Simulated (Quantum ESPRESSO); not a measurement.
## Hf6InIr (one composition in several site orders)

Simulated, not a measurement. The program is pw.x of Quantum ESPRESSO 7.5 (plane-wave density functional theory). The cell is made up: eight metal atoms on a face-centred cubic lattice, with elements, volume, strain and displacements drawn at random and not relaxed, so it may be unstable or far from any real phase. PseudoDojo standard norm-conserving files set the functional (PBE unless stated); there is no spin polarisation or spin-orbit coupling, the Fermi-Dirac width of 0.25 eV means electrons at about 2900 K, and the masses in the input are unused placeholders. Heavy elements are run without spin-orbit coupling, which real alloys of them have. A spin test at this wide smearing found no moment, but such smearing suppresses magnetism that the real alloy may have.

The runs put one composition on the sites in different orders. Cell, positions, cutoff, mesh and smearing stay as in the input of run 1; sites are counted in its order. Stress in the tables is positive in tension.

Input of run 1:

```
&control calculation='scf', pseudo_dir='./dojo.nc.sr.pbe.v0_5.standard.upf', outdir='./o', disk_io='minimal', tprnfor=.true., tstress=.true. /
&system ibrav=0, nat=8, ntyp=3, nbnd=68, ecutwfc=69.97070942, nosym=.true., tot_charge=0,
 occupations='smearing', smearing='fd', degauss=0.0183746611
/
&electrons conv_thr=1.470e-08, electron_maxstep=70, mixing_beta=0.5 /
ATOMIC_SPECIES
Hf 1.0 Hf.upf
In 1.0 In.upf
Ir 1.0 Ir.upf
CELL_PARAMETERS angstrom
2.2099 4.3184 2.1705
0.0172 4.2609 -4.2433
-4.3259 4.2622 0.0185
ATOMIC_POSITIONS angstrom
Hf 0.0286 -0.0478 0.0018
Hf -2.1861 2.1743 0.0013
Hf 0.0243 2.1267 -2.1138
Hf -2.1211 4.348 -2.1307
Hf 0.0296 4.2433 0.0174
In -2.1437 6.475 0.0387
Ir 0.0959 6.4118 -2.115
Hf -2.1316 8.5364 -2.1159
K_POINTS automatic
5 5 5 1 1 1
```

| run | elements on sites 1 to 8 | free energy less that of run 1 (eV) | -TS (eV) | pressure (GPa) | stress xx (GPa) | stress yy (GPa) | stress zz (GPa) | stress yz (GPa) | stress xz (GPa) | stress xy (GPa) | iterations |
| --- | --- | --- | --- | --- | --- | --- | --- | --- | --- | --- | --- |
| 1 | Hf Hf Hf Hf Hf In Ir Hf | 0.000 | -1.855 | 7.19 | -7.44 | -5.65 | -8.49 | 0.15 | -0.64 | 1.01 | 14 |
| 2 | Hf Ir Hf Hf Hf Hf Hf In | -0.004 | -1.800 | 7.54 | -7.18 | -7.90 | -7.53 | 0.99 | 0.05 | 1.36 | 15 |
| 3 | Hf Hf Hf Ir Hf Hf Hf In | -0.409 | -1.699 | 7.09 | -6.45 | -7.69 | -7.14 | 0.44 | 0.54 | 0.85 | 14 |
| 4 | Hf Hf Hf Hf Hf In Hf Ir | 0.012 | -1.819 | 7.21 | -5.17 | -8.48 | -7.99 | 0.98 | -0.20 | 0.51 | 14 |

Forces Fx Fy Fz (eV/Å):

| site | run 1 | run 2 | run 3 | run 4 |
| --- | --- | --- | --- | --- |
| 1 | -0.46 0.65 0.00 | 0.34 0.69 0.25 | -0.36 1.09 -0.08 | 0.45 1.04 0.42 |
| 2 | 0.55 -0.44 -0.09 | 0.17 -0.18 -0.19 | 0.29 -0.88 -0.32 | -0.26 -0.53 -0.24 |
| 3 | -0.56 -0.16 -0.26 | -0.34 -0.20 0.00 | -0.29 -0.69 -0.10 | 0.24 0.04 0.06 |
| 4 | 0.09 -0.29 -0.13 | -0.37 -0.61 -0.58 | -0.07 -0.21 -0.13 | -0.72 -0.92 -0.51 |
| 5 | -0.10 0.48 0.25 | -0.46 0.60 0.29 | -0.51 0.38 -0.36 | -0.14 0.76 0.16 |
| 6 | 0.39 -0.46 -0.11 | 1.17 0.01 0.49 | 0.96 -0.29 -0.33 | 0.55 -0.38 -0.33 |
| 7 | -0.11 0.00 0.10 | -0.95 -0.35 -0.26 | -0.63 0.33 0.82 | -0.20 -0.06 0.41 |
| 8 | 0.20 0.23 0.22 | 0.44 0.05 0.00 | 0.61 0.28 0.51 | 0.08 0.03 0.04 |

The sites are displaced and not relaxed, so the energy differences mix bonding between neighbours with strain and are not ordering energies. A rerun of one cell of this series at a higher cutoff and on a denser mesh moved values by no more than 0.004 eV in energy, 0.02 GPa in stress and 0.003 eV/Å in force, and a second program with other atomic files agreed on that cell to 2 % rms in force and 0.5 GPa in pressure.